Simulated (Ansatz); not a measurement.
The cell below belongs to a search over invented structures; it isn't taken from experiment.

Input and command of a plane-wave DFT calculation in Ansatz:

```yaml
crystal:
  lattice:
    - [4.1038719041, 0.0, 0.0]
    - [0.0, 4.1038719041, 0.0]
    - [0.0, 0.0, 5.3017590591]
  atoms:
    - { symbol: B, position: [0.0, 0.5, 0.0] }
    - { symbol: B, position: [0.5, 0.0, 0.0] }
    - { symbol: Sb, position: [0.0, 0.0, 0.5] }
    - { symbol: P, position: [0.5, 0.5, 0.0] }
    - { symbol: P, position: [0.0, 0.0, 0.0] }
    - { symbol: P, position: [0.5, 0.5, 0.5] }
basis:
  ecutwfc: 420
kpoints:
  mp_grid: { grid: [10, 10, 8] }
hamiltonian:
  xc: pbe
scf:
  occupations: { method: gaussian, width: 0.1 }
output:
  forces: true
  stress: true
  eigenvalues: true
relax:
  adjacent_minimum: "off"
  f_tol: 0.01
  max_steps: 80
  cell: { stress_tol: 0.05 }
```

```bash
ansatz run input.yaml --threads 1 --pin off --max-ram 2560MiB --backend cpu --events-out ev --progress --plain --runs-dir out
```

Processor: Intel(R) Xeon(R) Processor @ 2.50GHz (Skylake/Cascade Lake), 1 thread, on a host shared with other jobs.

Task: Estimate time, memory and problem size.

Result: About 2 min, peak memory 0.52 GiB. It solves 24 bands at 105 k points (after reduction by symmetry) with about 1811 plane waves (on the last cell), in 25 SCF iterations over 5 ionic steps.
